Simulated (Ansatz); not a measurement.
This cell of Y (hcp, Mg type) is off equilibrium:

```xyz
2
Lattice="3.4981 0.0000 0.0000 -1.7491 3.0295 0.0000 0.0000 0.0000 6.0626" Properties=species:S:1:pos:R:3 pbc="T T T"
Y      0.0000     2.0196     4.5470
Y      1.7491     1.0098     1.5157
```

All values below come from r2SCAN (plane waves to 500 eV, PAW, scalar-relativistic; Ansatz, a quantum-chemistry and plane-wave program). k mesh 15×15×8 (Γ-centred), Fermi-Dirac smearing 0.05 eV. Energies are smeared free energies. Compression counts positive. With partly filled bands, the response to shear is sensitive to the k mesh, so small differences along c/a are uncertain. Y is run without spin polarisation. Y was relaxed with its symmetry unable to fall.

Q: What is the stress tensor (GPa)?

A: 
```
    4.0      0.0      0.0
    0.0      4.0      0.0
    0.0      0.0     -2.1
```
The pressure, a third of the trace, is 1.9 GPa.

Q: It is the relaxed cell deformed to V/V₀ = 0.960, (c/a)/(c/a)₀ = 1.120, c along z, fractional positions held. What is its energy relative to the relaxed cell?

A: 58 meV/atom.

(A scan under strain: stresses follow from slopes of the energy per volume, elastic moduli from its curvatures.)
